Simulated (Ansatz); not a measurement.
Cr₂C:
```
Cr2C
1.0
    2.79676     0.00000     0.00000
   -1.39838     2.42206     0.00000
    0.00000     0.00000     4.21449
Cr C
2 1
Direct
  0.66667   0.33333   0.24683
  0.33333   0.66667   0.75317
  0.00000   0.00000   0.50000
```

This is the PBEsol-relaxed structure.

Problem. All from the program Ansatz at the PBEsol level (PAW), unless another level is named. Estimate the electronic character.

Solution. metallic (no gap).

Problem. What about the density of states at the Fermi level?

Solution. 0.70 states/eV per atom (mean over ±0.08 eV).

Problem. And the formation energy from the elements (no fitted shifts)?

Solution. -0.12 eV/atom.

Space group P-3m1. The first step of the workflow began from a Materials Project structure, measured or hypothetical; the Crystallography Open Database copy checked does not list it. Whether it is the stable phase at ambient conditions was not checked. The cell was relaxed with PBEsol under the symmetry of its start; of distortions, only those at the zone centre were tested. The run is not spin-polarised. The references are the lowest solids computed at this level, not always the standard phases.

Potentials: the later of the program's two PAW sets.
